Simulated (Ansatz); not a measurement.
**Ti$_{2}$NiSb$_{3}$: reading a single point**

```
CELL_PARAMETERS angstrom
3.87561 0.00000 0.00000
0.00000 3.87561 0.00000
0.00000 0.00000 8.53833
ATOMIC_POSITIONS crystal
Sb 0.00000 0.50000 0.38350
Sb 0.50000 0.00000 0.61650
Ti 0.00000 0.50000 0.73150
Ti 0.50000 0.00000 0.26850
Sb 0.50000 0.50000 0.00000
Ni 0.00000 0.00000 0.00000
```

The numbers come from plane-wave PAW DFT (Ansatz): LDA, with U_eff = 3.8 eV on Ti d (all-electron-ortho-atomic projectors), no spin polarisation, 420 eV, 9×9×4 Γ-centred k points, fermi-dirac occupations (width 0.0148 eV). Nothing was relaxed.

Problem. What do density and ELF say about some of the short contacts?

Solution. Sb–Ni at 2.74 Å: least valence density 0.29 e/Å³ and ELF 0.39 there. Sb–Ti at 2.91 Å: least valence density 0.26 e/Å³ and ELF 0.42 there. Ti–Ni at 3.00 Å: least valence density 0.14 e/Å³ and ELF 0.15 there. These are pseudo-fields; inside the PAW spheres they differ from the all-electron ones.

Problem. Is the cell too large or too small?

Solution. The pressure is -10.4 GPa (compression positive), so with the atoms held at these fractions the cell would first shrink. The principal stresses -10.9, -10.9, -9.3 GPa differ, so its shape would change too.

Problem. How is the charge shared?

Solution. Bader charges in e: Ti +1.23, Ni -0.38, Sb -0.78 to -0.53. In the mean Ti gives up most and Sb takes most.

Problem. Is there a gap?

Solution. It is a metal, with about 4.5 states/eV a cell as the mean within 0.25 eV of the Fermi level, mostly Ti d (49 %), Ni d (23 %) and Sb p (21 %).

Origin: a known structure type with other elements, at an estimated volume, so it need not be a known compound. Caveats: no spin polarisation, so a magnetic state may lie lower.

It took 63 s on 1 thread of Intel(R) Xeon(R) Platinum 8488C (Sapphire Rapids), with other jobs on the host, peak memory 0.93 GiB, starting from a saved density. The time holds forces, stress, Bader, DOS, bands, ELF.
